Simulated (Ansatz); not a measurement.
Cell and atoms are relaxed with the symmetry kept. Start:

```yaml
crystal:
  lattice:
    - [6.41012, -2.43321, 0.02533]
    - [6.41012, 2.43321, 0.02533]
    - [-1.34444, 0.00000, 5.36919]
  atoms:
    - { symbol: Ta, position: [0.89400, 0.38655, 0.26536] }
    - { symbol: Ta, position: [0.61345, 0.10600, 0.23464] }
    - { symbol: Ta, position: [0.10600, 0.61345, 0.73464] }
    - { symbol: Ta, position: [0.38655, 0.89400, 0.76536] }
    - { symbol: O, position: [0.89672, 0.10328, 0.25000] }
    - { symbol: O, position: [0.10328, 0.89672, 0.75000] }
    - { symbol: O, position: [0.33508, 0.44436, 0.02495] }
    - { symbol: O, position: [0.55564, 0.66492, 0.47505] }
    - { symbol: O, position: [0.66492, 0.55564, 0.97505] }
    - { symbol: O, position: [0.44436, 0.33508, 0.52495] }
    - { symbol: O, position: [0.86583, 0.72430, 0.37231] }
    - { symbol: O, position: [0.27570, 0.13417, 0.12769] }
    - { symbol: O, position: [0.13417, 0.27570, 0.62769] }
    - { symbol: O, position: [0.72430, 0.86583, 0.87231] }
```

Theory: DFT r2SCAN, scalar-relativistic, plane waves, PAW (Ansatz).

Plane waves to 500 eV, a k mesh through Γ of 6×6×4 on the computed 14-atom cell and Gaussian smearing (0.02 eV); no spin polarisation.

**Question.** What does it relax to?

**Answer.** The volume doesn't move by more than 0.01 Å³/atom to 11.98 Å³/atom, and the energy changes by under 0.1 meV/atom. Final structure:
```yaml
crystal:
  lattice:
    - [6.40936, -2.43387, 0.02566]
    - [6.40936, 2.43387, 0.02566]
    - [-1.34400, 0.00000, 5.36831]
  atoms:
    - { symbol: Ta, position: [0.89394, 0.38660, 0.26542] }
    - { symbol: Ta, position: [0.61340, 0.10606, 0.23458] }
    - { symbol: Ta, position: [0.10606, 0.61340, 0.73458] }
    - { symbol: Ta, position: [0.38660, 0.89394, 0.76542] }
    - { symbol: O, position: [0.89672, 0.10328, 0.25000] }
    - { symbol: O, position: [0.10328, 0.89672, 0.75000] }
    - { symbol: O, position: [0.33502, 0.44447, 0.02495] }
    - { symbol: O, position: [0.55553, 0.66498, 0.47505] }
    - { symbol: O, position: [0.66498, 0.55553, 0.97505] }
    - { symbol: O, position: [0.44447, 0.33502, 0.52495] }
    - { symbol: O, position: [0.86561, 0.72450, 0.37234] }
    - { symbol: O, position: [0.27550, 0.13439, 0.12766] }
    - { symbol: O, position: [0.13439, 0.27550, 0.62766] }
    - { symbol: O, position: [0.72450, 0.86561, 0.87234] }
```

Course of the relaxation (steps run on the plane waves of an earlier cell, and the basis is chosen afresh near the end, so energy and pressure can step there; trial steps that raised the energy were taken back; energies are free energies):

| step | largest force component (eV/Å) | P (GPa) | V (Å³/atom) |
| --- | --- | --- | --- |
| 1 | 0.008 | -0.01 | 11.98 |
| 2 | 0.003 | 0.00 | 11.98 |
| 3 | 0.003 | 0.00 | 11.98 |

Spin–orbit coupling is left out, which can shift energies with elements as heavy as these.

Cost: 1 run of about 6.7 core-minutes, on Intel Xeon Processor @ 2.50GHz (Skylake/Cascade Lake) (shared hosts).